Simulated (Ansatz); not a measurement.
# Property card for Ni3Pb2Se2

Ni$_{3}$Pb$_{2}$Se$_{2}$:
```
CELL_PARAMETERS angstrom
      2.82996     1.63388     4.77032
     -2.82996     1.63388     4.77032
      0.00000    -3.26775     4.77032
ATOMIC_POSITIONS crystal
  Ni 0.00000 0.00000 0.50000
  Ni 0.50000 0.00000 0.00000
  Ni 0.00000 0.50000 0.00000
  Se 0.27814 0.27814 0.27814
  Se 0.72186 0.72186 0.72186
  Pb 0.50000 0.50000 0.50000
  Pb 0.00000 0.00000 0.00000
```

Space group R-3m (No. 166); conventional cell a = b = 5.660 Å, c = 14.311 Å, α = β = 90.00°, γ = 120.00°.

Method: r²SCAN (plane waves, PAW; program Ansatz). Geometry: relaxed at this level of theory. Other levels are named where they apply.

### Cell and energy

- Volume per atom = 18.91 Å³
- Density = 9.39 g/cm³
- Formation energy from the elements (no fitted shifts) = -0.27 eV/atom

### Electronic structure

- Electronic character: metallic (no gap)
- Density of states at the Fermi level: 0.59 states/eV per atom (mean over ±0.08 eV)

### Magnetism

* **Magnetic order**: non-magnetic (starting moments vanished)

### Mechanics

- Bulk modulus (Birch–Murnaghan fit) = 65.0 GPa
- Pressure derivative B′ = 5.2

### Charges

- Bader charges: Ni +0.07, Se -0.65, Pb +0.50 to +0.58 e

The workflow started from an entry of the Crystallography Open Database (COD). Its standing as an ambient phase is unchecked. Symmetry was held in the r²SCAN relaxation; whether a distortion lowers the energy is not shown. The workflow began spin-polarised and lost its moments. The references are the lowest solids computed at this level, not always the standard phases. Spin–orbit coupling is left out wherever it is not named.

Potentials: the later of the program's two PAW sets.
